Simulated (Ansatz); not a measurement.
BiB:
```
BiB
1.0
    3.88752     0.00000     0.00000
   -1.94376     3.36669     0.00000
    0.00000     0.00000     8.64209
B Bi
3 3
Direct
  0.50000   0.00000   0.00000
  0.00000   0.50000   0.66667
  0.50000   0.50000   0.33333
  0.50000   0.00000   0.50000
  0.00000   0.50000   0.16667
  0.50000   0.50000   0.83333
```

Relaxed with PBEsol. Special points in fractions of this cell's reciprocal vectors: Γ (0.000, 0.000, 0.000); M (0.500, 0.000, 0.000); K (0.333, 0.333, 0.000); A (0.000, 0.000, 0.500); L (0.500, 0.000, 0.500); H (0.333, 0.333, 0.500).

Problem. List the band energies nearest the Fermi level at these points for DFT-PBEsol in the program Ansatz with PAW potentials.

Solution. In eV from the Fermi level; about four levels below and three above (degenerate sets whole), none deeper than 8.9 eV; points with the same levels are listed once.

```
k                    below                above
-  -----------------------  -------------------
Γ  -0.41 -0.41 -0.18 -0.06       0.43 1.84 1.84
M  -2.77 -2.03 -1.75 -1.48       0.29 0.59 1.14
K  -2.45 -1.67 -1.67 -0.31  1.92 1.92 4.19 4.19
A  -0.36 -0.36 -0.16 -0.03       1.64 1.64 2.00
L  -2.53 -2.53 -2.13 -1.94       1.42 1.57 2.46
H  -4.27 -4.27 -2.16 -1.71       2.07 2.07 2.29
```

Space group P6_222. The cell is a constructed one: a structure type filled with these elements; neither database checked (COD, Materials Project) lists it. Whether it is the stable phase at ambient conditions was not checked. Symmetry was held in the PBEsol relaxation; of distortions, only those at the zone centre were tested. Spin–orbit coupling is left out wherever it is not named.

Potentials: the later of the program's two PAW sets.
